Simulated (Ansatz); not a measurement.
Al2O3:
```
Al2O3
1.0
    1.50783     0.87055     5.77443
   -1.50783     0.87055     5.77443
    0.00000    -1.74109     5.77443
Al O
2 3
Cartesian
  0.00000   0.00000   3.34237
  0.00000   0.00000  12.01004
  0.00000   0.00000   0.48864
  0.00000   0.00000  10.08424
  0.00000   0.00000  13.97052
```

Tensor components refer to the Cartesian frame of this cell.

### Question
Give the proper piezoelectric stress tensor with relaxed ions from PBEsol in the plane-wave PAW code Ansatz.

### Answer
In C/m², rows x, y, z, Voigt columns; mesh uncertainty up to 0.00.
```
 0.00   0.00   0.00   0.00  -0.16  -0.06
-0.06   0.06   0.00  -0.16   0.00   0.00
-0.20  -0.20   0.00   0.00   0.00   0.00
```

The elastic tensor of the same run (GPa):

```
      1      2    3      4     5     6
-  ----  -----  ---  -----  ----  ----
1   382    222  100   15.9   0.0   0.0
2   222    382  100  -15.9   0.0   0.0
3   100    100  396    0.0   0.0   0.0
4  15.9  -15.9  0.0    132   0.0   0.0
5   0.0    0.0  0.0    0.0   132  15.9
6   0.0    0.0  0.0    0.0  15.9  80.1
```

### Question
Convert to strain constants d = e·S.

### Answer
In pC/N:
```
 0.0   0.0   0.0   0.0  -1.1  -0.5
-0.2   0.2   0.0  -1.1   0.0   0.0
-0.4  -0.4   0.2   0.0   0.0   0.0
```

Space group R3m. The workflow started from a Materials Project entry (that database holds measured and hypothetical structures alike); the Crystallography Open Database copy checked does not list it. It is not the phase usual at ambient conditions (space group No. 167). The PBEsol relaxation kept the symmetry of its start; whether a distortion lowers the energy is not shown.

Potentials: the later of the program's two PAW sets.
